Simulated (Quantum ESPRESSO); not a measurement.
# Mg3WNb2GaAg: input and log of a self-consistent run

Computed values, not a measurement. The program is pw.x of Quantum ESPRESSO 7.5 (plane-wave density functional theory). The cell is made up: eight metal atoms on a face-centred cubic lattice, with elements, volume, strain and displacements drawn at random and not relaxed, so it may be unstable or far from any real phase. PseudoDojo standard norm-conserving files set the functional (PBE unless stated); there is no spin polarisation or spin-orbit coupling, the Fermi-Dirac width of 0.25 eV means electrons at about 2900 K, and the masses in the input are unused placeholders. Heavy elements are run without spin-orbit coupling, which real alloys of them have. A spin test at this wide smearing found no moment, but such smearing suppresses magnetism that the real alloy may have.

Input:

```
&control calculation='scf', pseudo_dir='./dojo.nc.sr.pbe.v0_5.standard.upf', outdir='./o', disk_io='medium', tprnfor=.true., tstress=.true. /
&system ibrav=0, nat=8, ntyp=5, nbnd=63, ecutwfc=84.00895049, nosym=.true., tot_charge=0,
 occupations='smearing', smearing='fd', degauss=0.0183746611
/
&electrons conv_thr=1.470e-08, electron_maxstep=70, mixing_beta=0.5 /
ATOMIC_SPECIES
Ag 1.0 Ag.upf
Ga 1.0 Ga.upf
Mg 1.0 Mg.upf
Nb 1.0 Nb.upf
W 1.0 W.upf
CELL_PARAMETERS angstrom
0.0 -2.1504 -2.1504
-4.3009 2.1504 -2.1504
6.4513 6.4513 -4.3009
ATOMIC_POSITIONS angstrom
Mg -0.0137 0.0215 0.0165
W 0.0051 2.1083 -2.1416
Nb 0.023 4.3028 -4.3184
Ga 4.3425 4.2466 -4.3202
Nb -2.0897 -0.0055 -2.066
Mg -2.1615 2.1801 -4.3288
Mg 2.1535 2.1228 -4.2822
Ag 2.1309 4.3765 -6.5003
K_POINTS automatic
8 5 3 1 1 1
```

The log is shortened where brackets say so; the opening notice, blank lines, dates and the lines on written files are dropped, and the path of the files is cut. It prints rydbergs, bohrs and kilobars, and counts compression as positive stress. Its total energy is the free energy E - TS of the whole cell.

```
     Program PWSCF v.7.5
     Parallel version (MPI & OpenMP), running on       1 processor cores
     Number of MPI processes:                 1
     Threads/MPI process:                     1
     [start-up lines left out]
     bravais-lattice index     =            0
     lattice parameter (alat)  =       5.7469  a.u.
     unit-cell volume          =    1073.7130 (a.u.)^3
     number of atoms/cell      =            8
     number of atomic types    =            5
     number of electrons       =       102.00
     number of Kohn-Sham states=           63
     kinetic-energy cutoff     =      84.0090  Ry
     charge density cutoff     =     336.0358  Ry
     scf convergence threshold =      1.5E-08
     mixing beta               =       0.5000
     number of iterations used =            8  plain     mixing
     Exchange-correlation= PBE
                           (   1   4   3   4   0   0   0)
     [axes and pseudopotential details left out]
   Cartesian axes
     site n.     atom                  positions (alat units)
         1        Mg     tau(   1) = (  -0.0045049   0.0070698   0.0054256  )
         2        W      tau(   2) = (   0.0016770   0.6932632  -0.7042131  )
         3        Nb     tau(   3) = (   0.0075630   1.4148712  -1.4200009  )
         4        Ga     tau(   4) = (   1.4279256   1.3963912  -1.4205928  )
         5        Nb     tau(   5) = (  -0.6871471  -0.0018085  -0.6793539  )
         6        Mg     tau(   6) = (  -0.7107567   0.7168729  -1.4234207  )
         7        Mg     tau(   7) = (   0.7081261   0.6980312  -1.4080974  )
         8        Ag     tau(   8) = (   0.7006947   1.4391057  -2.1374657  )
     number of k points=    60  Fermi-Dirac smearing, width (Ry)=  0.0184
                       cart. coord. in units 2pi/alat
        k(    1) = (  -0.0092076   0.0173086  -0.1056970), wk =   0.0333333
        k(    2) = (  -0.1270550  -0.1005415   0.0121531), wk =   0.0333333
     [further k points left out]
     Dense  grid:   111581 G-vectors     FFT dimensions: (  36,  60, 120)
     Estimated max dynamical RAM per process >     190.69 MB
     Initial potential from superposition of free atoms
     starting charge     101.9893, renormalised to     102.0000
     Starting wfcs are   64 randomized atomic wfcs
     total cpu time spent up to now is       25.5 secs
     per-process dynamical memory:   103.3 Mb
     Self-consistent Calculation
     iteration #  1     ecut=    84.01 Ry     beta= 0.50
     Davidson diagonalization with overlap
     ethr =  1.00E-02,  avg # of iterations =  5.3
     total cpu time spent up to now is       92.8 secs
     total energy              =   -1219.00937498 Ry
     estimated scf accuracy    <       1.79269915 Ry
     iteration #  2     ecut=    84.01 Ry     beta= 0.50
     Davidson diagonalization with overlap
     ethr =  1.76E-03,  avg # of iterations =  6.5
     total cpu time spent up to now is      183.8 secs
     total energy              =   -1217.96755088 Ry
     estimated scf accuracy    <      37.30679317 Ry
     iteration #  3     ecut=    84.01 Ry     beta= 0.50
     Davidson diagonalization with overlap
     ethr =  1.76E-03,  avg # of iterations =  5.8
     total cpu time spent up to now is      259.9 secs
     total energy              =   -1219.72806670 Ry
     estimated scf accuracy    <       4.29040246 Ry
     iteration #  4     ecut=    84.01 Ry     beta= 0.50
     Davidson diagonalization with overlap
     ethr =  1.76E-03,  avg # of iterations =  2.0
     total cpu time spent up to now is      316.3 secs
     total energy              =   -1219.93179300 Ry
     estimated scf accuracy    <       2.28456331 Ry
     iteration #  5     ecut=    84.01 Ry     beta= 0.50
     Davidson diagonalization with overlap
     ethr =  1.76E-03,  avg # of iterations =  1.1
     total cpu time spent up to now is      363.5 secs
     total energy              =   -1220.03180866 Ry
     estimated scf accuracy    <       0.08125488 Ry
     [iterations 6 to 11 left out]
     iteration # 12     ecut=    84.01 Ry     beta= 0.50
     Davidson diagonalization with overlap
     ethr =  1.72E-09,  avg # of iterations =  2.9
     total cpu time spent up to now is      757.4 secs
     total energy              =   -1220.04997740 Ry
     estimated scf accuracy    <       0.00000414 Ry
     iteration # 13     ecut=    84.01 Ry     beta= 0.50
     Davidson diagonalization with overlap
     ethr =  1.72E-09,  avg # of iterations =  2.0
     total cpu time spent up to now is      816.9 secs
     total energy              =   -1220.04997771 Ry
     estimated scf accuracy    <       0.00000059 Ry
     iteration # 14     ecut=    84.01 Ry     beta= 0.50
     Davidson diagonalization with overlap
     ethr =  5.76E-10,  avg # of iterations =  1.1
     total cpu time spent up to now is      865.7 secs
     total energy              =   -1220.04997775 Ry
     estimated scf accuracy    <       0.00000016 Ry
     iteration # 15     ecut=    84.01 Ry     beta= 0.50
     Davidson diagonalization with overlap
     ethr =  1.54E-10,  avg # of iterations =  1.9
     total cpu time spent up to now is      916.7 secs
     total energy              =   -1220.04997776 Ry
     estimated scf accuracy    <       0.00000014 Ry
     iteration # 16     ecut=    84.01 Ry     beta= 0.50
     Davidson diagonalization with overlap
     ethr =  1.37E-10,  avg # of iterations =  1.0
     total cpu time spent up to now is      961.6 secs
     End of self-consistent calculation
     [lines on levels left out]
!    total energy              =   -1220.04997776 Ry
     estimated scf accuracy    <          5.8E-09 Ry
     smearing contrib. (-TS)   =      -0.09846597 Ry
     internal energy E=F+TS    =   -1219.95151178 Ry
     The total energy is F=E-TS. E is the sum of the following terms:
     one-electron contribution =    -581.76956529 Ry
     hartree contribution      =     320.87302340 Ry
     xc contribution           =    -220.61679262 Ry
     ewald contribution        =    -738.43817728 Ry
     convergence has been achieved in  16 iterations
     Forces acting on atoms (cartesian axes, Ry/au):
     atom    1 type  3   force =     0.00710547   -0.00873047    0.00926077
     atom    2 type  5   force =    -0.04116320    0.02013023   -0.02192070
     atom    3 type  4   force =    -0.00006857   -0.01332509    0.01540111
     atom    4 type  2   force =    -0.00476454    0.00209936    0.00132712
     atom    5 type  4   force =     0.02842164    0.01098053   -0.01159092
     atom    6 type  3   force =     0.01186592   -0.00869216    0.00683800
     atom    7 type  3   force =    -0.00383073    0.00443071   -0.00626253
     atom    8 type  1   force =     0.00243401   -0.00689311    0.00694716
     Total force =     0.068828     Total SCF correction =     0.000336
     Computing stress (Cartesian axis) and pressure
          total   stress  (Ry/bohr**3)                   (kbar)     P=      -71.52
  -0.00019790  -0.00013753   0.00010397          -29.11      -20.23       15.30
  -0.00013753  -0.00064988   0.00000208          -20.23      -95.60        0.31
   0.00010397   0.00000208  -0.00061084           15.30        0.31      -89.86
     init_run     :     22.81s CPU     25.31s WALL (       1 calls)
     electrons    :    849.70s CPU    936.03s WALL (       1 calls)
     forces       :      7.79s CPU      7.91s WALL (       1 calls)
     stress       :     32.34s CPU     32.57s WALL (       1 calls)
     [timing details left out]
     PWSCF        :  15m13.29s CPU  16m44.43s WALL
     JOB DONE.
```

In other units: free energy -16599.626 eV for the cell, pressure -7.15 GPa, largest force component 1.058 eV/Å in size. The run took 1006 s of wall time with one process on a shared machine (AMD EPYC, Zen 5, virtual cores), so the time is rough. A rerun of this cell at a higher cutoff and on a denser mesh moved values by no more than 0.004 eV in energy, 0.04 GPa in stress and 0.009 eV/Å in force, and a second program with other atomic files agreed on that cell to 2 % rms in force and 0.5 GPa in pressure.